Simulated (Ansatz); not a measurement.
Data:

HfB$_{2}$:
```
CELL_PARAMETERS angstrom
      3.14507     0.00000     0.00000
     -1.57254     2.72371     0.00000
      0.00000     0.00000     3.48744
ATOMIC_POSITIONS crystal
  Hf 0.00000 0.00000 0.00000
  B  0.33333 0.66667 0.50000
  B  0.66667 0.33333 0.50000
```

This is the PBE-relaxed structure.

**Question.** All from plane-wave PAW PBE (Ansatz code), unless another level is named. Give the electronic character.

**Answer.** metallic (no gap).

**Question.** And the formation energy from the elements (no fitted shifts)?

**Answer.** -1.01 eV/atom.

**Question.** Predict the density of states at the Fermi level.

**Answer.** 0.09 states/eV per atom (mean over ±0.08 eV).

Space group P6/mmm. Symmetry was held in the PBE relaxation. The run is not spin-polarised. The references are the lowest solids computed at this level, not always the standard phases. Spin–orbit coupling is left out wherever it is not named.

Potentials: the later of the program's two PAW sets.
